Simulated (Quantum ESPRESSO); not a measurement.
## Ru3InV2Ti2 (input and log of a self-consistent run)

A calculation, not a measurement. The program is pw.x of Quantum ESPRESSO 7.5 (plane-wave density functional theory). The cell is made up: eight metal atoms on a hexagonal close-packed lattice, with elements, volume, strain and displacements drawn at random and not relaxed, so it may be unstable or far from any real phase. PseudoDojo standard norm-conserving files set the functional (PBE unless stated); there is no spin polarisation or spin-orbit coupling, the Fermi-Dirac width of 0.25 eV means electrons at about 2900 K, and the masses in the input are unused placeholders. A spin test at this wide smearing found no moment, but such smearing suppresses magnetism that the real alloy may have.

Input:

```
&control calculation='scf', pseudo_dir='./dojo.nc.sr.pbe.v0_5.standard.upf', outdir='./o', disk_io='minimal', tprnfor=.true., tstress=.true. /
&system ibrav=0, nat=8, ntyp=4, nbnd=73, ecutwfc=84.00895049, nosym=.true., tot_charge=0,
 occupations='smearing', smearing='fd', degauss=0.0183746611
/
&electrons conv_thr=1.470e-08, electron_maxstep=70, mixing_beta=0.5 /
ATOMIC_SPECIES
In 1.0 In.upf
Ru 1.0 Ru.upf
Ti 1.0 Ti.upf
V 1.0 V.upf
CELL_PARAMETERS angstrom
-2.804 0.0 0.0
0.0 4.8566 -4.5243
0.0 -4.8566 -4.5243
ATOMIC_POSITIONS angstrom
Ru 0.2152 0.0764 -0.0538
In 0.1557 1.4454 -2.3529
V -0.1234 -0.0393 -4.6572
Ti 0.1273 1.6523 -6.8263
Ru -1.4014 -0.8408 -2.457
V -1.3256 -2.5528 -4.4767
Ti -1.6231 -0.8019 -6.7476
Ru -1.4948 2.4595 -4.4926
K_POINTS automatic
8 4 4 1 1 1
```

The log is shortened where brackets say so; the opening notice, blank lines, dates and the lines on written files are dropped, and the path of the files is cut. It prints rydbergs, bohrs and kilobars, and counts compression as positive stress. Its total energy is the free energy E - TS of the whole cell.

```
     Program PWSCF v.7.5
     Parallel version (MPI & OpenMP), running on       4 processor cores
     Number of MPI processes:                 4
     Threads/MPI process:                     1
     [start-up lines left out]
     bravais-lattice index     =            0
     lattice parameter (alat)  =       5.2988  a.u.
     unit-cell volume          =     831.5499 (a.u.)^3
     number of atoms/cell      =            8
     number of atomic types    =            4
     number of electrons       =       111.00
     number of Kohn-Sham states=           73
     kinetic-energy cutoff     =      84.0090  Ry
     charge density cutoff     =     336.0358  Ry
     scf convergence threshold =      1.5E-08
     mixing beta               =       0.5000
     number of iterations used =            8  plain     mixing
     Exchange-correlation= PBE
                           (   1   4   3   4   0   0   0)
     [axes and pseudopotential details left out]
   Cartesian axes
     site n.     atom                  positions (alat units)
         1        Ru     tau(   1) = (   0.0767475   0.0272468  -0.0191869  )
         2        In     tau(   2) = (   0.0555278   0.5154779  -0.8391227  )
         3        V      tau(   3) = (  -0.0440086  -0.0140157  -1.6609130  )
         4        Ti     tau(   4) = (   0.0453994   0.5892653  -2.4344864  )
         5        Ru     tau(   5) = (  -0.4997860  -0.2998573  -0.8762482  )
         6        V      tau(   6) = (  -0.4727532  -0.9104137  -1.5965407  )
         7        Ti     tau(   7) = (  -0.5788516  -0.2859843  -2.4064194  )
         8        Ru     tau(   8) = (  -0.5330956   0.8771398  -1.6022111  )
     number of k points=    64  Fermi-Dirac smearing, width (Ry)=  0.0184
                       cart. coord. in units 2pi/alat
        k(    1) = (  -0.0625000   0.0000000  -0.0774705), wk =   0.0312500
        k(    2) = (  -0.0625000  -0.0721698  -0.1549411), wk =   0.0312500
     [further k points left out]
     Dense  grid:    86519 G-vectors     FFT dimensions: (  32,  75,  75)
     Estimated max dynamical RAM per process >     339.95 MB
     Estimated total dynamical RAM >       1.27 GB
     Initial potential from superposition of free atoms
     starting charge     110.9885, renormalised to     111.0000
     Starting wfcs are   79 randomized atomic wfcs
     total cpu time spent up to now is        6.3 secs
     per-process dynamical memory:   272.5 Mb
     Self-consistent Calculation
     iteration #  1     ecut=    84.01 Ry     beta= 0.50
     Davidson diagonalization with overlap
     ethr =  1.00E-02,  avg # of iterations =  2.6
     total cpu time spent up to now is       23.4 secs
     total energy              =   -1265.43273730 Ry
     estimated scf accuracy    <       9.95064654 Ry
     iteration #  2     ecut=    84.01 Ry     beta= 0.50
     Davidson diagonalization with overlap
     ethr =  8.96E-03,  avg # of iterations =  4.7
     total cpu time spent up to now is       43.4 secs
     total energy              =   -1268.17349649 Ry
     estimated scf accuracy    <     105.80238569 Ry
     iteration #  3     ecut=    84.01 Ry     beta= 0.50
     Davidson diagonalization with overlap
     ethr =  8.96E-03,  avg # of iterations =  5.2
     total cpu time spent up to now is       61.1 secs
     total energy              =   -1272.06222064 Ry
     estimated scf accuracy    <      14.37035678 Ry
     iteration #  4     ecut=    84.01 Ry     beta= 0.50
     Davidson diagonalization with overlap
     ethr =  8.96E-03,  avg # of iterations =  1.8
     total cpu time spent up to now is       74.1 secs
     total energy              =   -1272.02950539 Ry
     estimated scf accuracy    <       6.00925875 Ry
     iteration #  5     ecut=    84.01 Ry     beta= 0.50
     Davidson diagonalization with overlap
     ethr =  5.41E-03,  avg # of iterations =  1.4
     total cpu time spent up to now is       87.2 secs
     total energy              =   -1271.90166641 Ry
     estimated scf accuracy    <       3.33938004 Ry
     [iterations 6 to 21 left out]
     iteration # 22     ecut=    84.01 Ry     beta= 0.50
     Davidson diagonalization with overlap
     ethr =  9.14E-11,  avg # of iterations =  2.5
     total cpu time spent up to now is      334.0 secs
     total energy              =   -1272.04993615 Ry
     estimated scf accuracy    <       0.00000023 Ry
     iteration # 23     ecut=    84.01 Ry     beta= 0.50
     Davidson diagonalization with overlap
     ethr =  9.14E-11,  avg # of iterations =  1.0
     total cpu time spent up to now is      346.5 secs
     total energy              =   -1272.04993616 Ry
     estimated scf accuracy    <       0.00000002 Ry
     iteration # 24     ecut=    84.01 Ry     beta= 0.50
     Davidson diagonalization with overlap
     ethr =  2.05E-11,  avg # of iterations =  2.3
     total cpu time spent up to now is      360.1 secs
     total energy              =   -1272.04993616 Ry
     estimated scf accuracy    <       0.00000003 Ry
     iteration # 25     ecut=    84.01 Ry     beta= 0.50
     Davidson diagonalization with overlap
     ethr =  2.05E-11,  avg # of iterations =  2.6
     total cpu time spent up to now is      375.8 secs
     total energy              =   -1272.04993616 Ry
     estimated scf accuracy    <       0.00000016 Ry
     iteration # 26     ecut=    84.01 Ry     beta= 0.50
     Davidson diagonalization with overlap
     ethr =  2.05E-11,  avg # of iterations =  1.9
     total cpu time spent up to now is      389.2 secs
     End of self-consistent calculation
     [lines on levels left out]
!    total energy              =   -1272.04993616 Ry
     estimated scf accuracy    <          1.8E-09 Ry
     smearing contrib. (-TS)   =      -0.15547160 Ry
     internal energy E=F+TS    =   -1271.89446456 Ry
     The total energy is F=E-TS. E is the sum of the following terms:
     one-electron contribution =    -334.87997961 Ry
     hartree contribution      =     232.88208558 Ry
     xc contribution           =    -223.32616966 Ry
     ewald contribution        =    -946.57040087 Ry
     convergence has been achieved in  26 iterations
     Forces acting on atoms (cartesian axes, Ry/au):
     atom    1 type  2   force =    -0.02009363   -0.02896210    0.02377221
     atom    2 type  1   force =    -0.03946605    0.04007659    0.01488830
     atom    3 type  4   force =    -0.00710633   -0.00309065    0.03352250
     atom    4 type  3   force =    -0.01113413    0.03789596    0.04065478
     atom    5 type  2   force =     0.02273563   -0.06610446    0.00369207
     atom    6 type  4   force =     0.00213054    0.02742091   -0.02251942
     atom    7 type  3   force =     0.02635045   -0.02000836   -0.03751646
     atom    8 type  2   force =     0.02658352    0.01277211   -0.05649398
     Total force =     0.149389     Total SCF correction =     0.000217
     Computing stress (Cartesian axis) and pressure
          total   stress  (Ry/bohr**3)                   (kbar)     P=       28.61
   0.00036742  -0.00013360  -0.00012473           54.05      -19.65      -18.35
  -0.00013360   0.00014895  -0.00007364          -19.65       21.91      -10.83
  -0.00012473  -0.00007364   0.00006700          -18.35      -10.83        9.86
     init_run     :      5.93s CPU      6.21s WALL (       1 calls)
     electrons    :    372.14s CPU    382.92s WALL (       1 calls)
     forces       :      2.12s CPU      2.13s WALL (       1 calls)
     stress       :      7.16s CPU      7.16s WALL (       1 calls)
     [timing details left out]
     PWSCF        :   6m27.42s CPU   6m38.52s WALL
     JOB DONE.
```

In other units: free energy -17307.121 eV for the cell, pressure 2.86 GPa, largest force component 1.700 eV/Å in size. The run took 400 s of wall time with four MPI processes on a shared machine (Intel Xeon, 2023 or later, virtual cores), so the time is rough. A rerun of this cell at a higher cutoff and on a denser mesh moved values by no more than 0.004 eV in energy, 0.04 GPa in stress and 0.003 eV/Å in force, and a second program with other atomic files agreed on that cell to 2 % rms in force and 0.5 GPa in pressure.